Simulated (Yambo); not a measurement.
Yambo run on CaSe (rock salt, space group Fm-3m, No. 225). The wavefunctions are PBE (stringent potentials; pw.x of Quantum ESPRESSO, ONCV potentials, scalar-relativistic) ones on a 4×4×4 mesh (17 occupied bands); a = 4.1485 Å, b = 4.1485 Å, c = 4.1485 Å, α = 60.00°, β = 60.00°, γ = 60.00°.

Yambo input:

```
rim_cut
gw0
dyson
el_el_corr
HF_and_locXC
ppa
em1d
RandQpts= 1000000
RandGvec= 1 Ry
EXXRLvcs= 104 Ry
VXCRLvcs= 416 Ry
Chimod= "HARTREE"
% BndsRnXp
 10 | 123 |
%
NGsBlkXp= 15 Ry
% LongDrXp
 1.0 | 1.0 | 1.0 |
%
PPAPntXp= 27.2114 eV
% GbndRnge
 1 | 123 |
%
GTermKind= "BG"
DysSolver= "n"
ExtendOut
% QPkrange
 1 | 1 | 17 | 17 |
 7 | 7 | 17 | 18 |
%
```

k points by index: 1 = Γ, 7 = X.

Table of the .qp output:

```
#    K-point    Band    Eo [eV]    E [eV]    E-Eo [eV]    Vxc [eV]    Vnlxc [eV]    Sc|Eo [eV]    Sc|E [eV]    dSc/dw|Eo [eV]    Re(Z)    Im(Z)
#
    1    17    0.000000    -0.904230    -0.904230    -14.17726    -16.70056    1.396080    1.619075    -6.709963    0.802188    -0.001376
    7    17    -0.956480    -1.996694    -1.040214    -13.36656    -16.32653    1.656614    1.919758    -6.882930    0.798118    -0.001450
    7    18    1.973795    2.569744    0.595949    -10.12212    -5.507149    -3.887671    -4.019020    -5.996273    0.819429    -0.001276
```
(The two width columns are left out.) Convergence of these settings isn't established.

Spin-orbit coupling is not included.

Geometry relaxed with PBEsol.
